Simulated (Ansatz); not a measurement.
Consider the following.

Al$_{2}$O$_{3}$:
Space group R-3c, hexagonal axes (No. 167); a = 4.759 Å, b = 4.759 Å, c = 12.995 Å, α = 90.00°, β = 90.00°, γ = 120.00°

```tsv
atom	site	symmetry	x	y	z
Al	12c	3.	0.0000	0.0000	0.1481
O	18e	.2	0.3064	0.3064	0.7500
```
(The calculation used a cell of 10 atoms; values per cell refer to that cell.)

This is the r²SCAN-relaxed structure.

Problem. All from r²SCAN in the plane-wave PAW code Ansatz, unless another level is named. Estimate the HSE06 gap on the r²SCAN cell.

Solution. 8.11 eV.

Problem. Next, the formation energy from the elements (no fitted shifts)?

Solution. -3.28 eV/atom.

Problem. Give the band gap.

Solution. 7.14 eV (direct).

Symmetry was held in the r²SCAN relaxation. The references are the lowest solids computed at this level, not always the standard phases (solids in place of the gases).

Potentials: the later of the program's two PAW sets.
